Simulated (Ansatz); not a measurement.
Relaxed candidate structures of Y3Ge:

**A**
```cif
data_GeY3
_chemical_formula_sum 'Ge1 Y3'
_space_group_name_H-M_alt 'P 1'
_space_group_IT_number 1
_cell_length_a 5.27191
_cell_length_b 5.27191
_cell_length_c 5.27191
_cell_angle_alpha 60.000
_cell_angle_beta 60.000
_cell_angle_gamma 60.000
loop_
_space_group_symop_operation_xyz
  'x, y, z'
loop_
_atom_site_label
_atom_site_type_symbol
_atom_site_fract_x
_atom_site_fract_y
_atom_site_fract_z
_atom_site_occupancy
Ge1 Ge 0.00000 0.00000 0.00000 1
Y1 Y 0.50000 0.50000 0.50000 1
Y2 Y 0.25000 0.25000 0.25000 1
Y3 Y 0.75000 0.75000 0.75000 1
```

**B**
```cif
data_Ge2Y6
_chemical_formula_sum 'Ge2 Y6'
_space_group_name_H-M_alt 'P 1'
_space_group_IT_number 1
_cell_length_a 7.46470
_cell_length_b 7.46470
_cell_length_c 7.46471
_cell_angle_alpha 54.177
_cell_angle_beta 54.177
_cell_angle_gamma 54.177
loop_
_space_group_symop_operation_xyz
  'x, y, z'
loop_
_atom_site_label
_atom_site_type_symbol
_atom_site_fract_x
_atom_site_fract_y
_atom_site_fract_z
_atom_site_occupancy
Ge1 Ge 0.34642 0.34642 0.34642 1
Ge2 Ge 0.65358 0.65358 0.65358 1
Y1 Y 0.05384 0.78289 0.41463 1
Y2 Y 0.41463 0.05384 0.78289 1
Y3 Y 0.78289 0.41463 0.05384 1
Y4 Y 0.94616 0.21711 0.58537 1
Y5 Y 0.58537 0.94616 0.21711 1
Y6 Y 0.21711 0.58537 0.94616 1
```

**C**
```xyz
8
Lattice="3.4264 -5.8902 0.0000 3.4264 5.8902 0.0000 -2.2569 0.0000 6.2684" Properties=species:S:1:pos:R:3 pbc="T T T"
Ge     3.4264    -3.8995     0.0000
Ge     3.4264     3.8995     0.0000
Y      1.2626     0.0000     1.5849
Y      3.3334     0.0000     4.6835
Y      4.5559    -1.8994     1.6568
Y      0.0400    -1.8994     4.6116
Y      0.0400     1.8994     4.6116
Y      4.5559     1.8994     1.6568
```

Problem. Put the candidates in order of energy per atom, lowest first, for r2SCAN (plane waves to 500 eV, PAW, scalar-relativistic; Ansatz, an electronic-structure program).

Solution. C (reference), B (+0.05 eV/atom), A (+0.31 eV/atom)

The lowest structure calculated, Pnma, oP16, AFLOW prototype AB3_oP16_62_c_cd (D0_11, as in Fe3C), is not among these; it lies 0.19 eV/atom below the lowest of them. Each run could gain symmetry but not lose that of its start, so entries can be saddle points. All of these are generated cells (placed on structure types, drawn at random, substituted or restacked) that were not matched to a known phase here. The real structure of this composition may not be among these, and whether this composition forms is not checked here. Static energies at zero pressure. The runs use different k-meshes, so differences are rounded accordingly. No spin polarisation in the result.
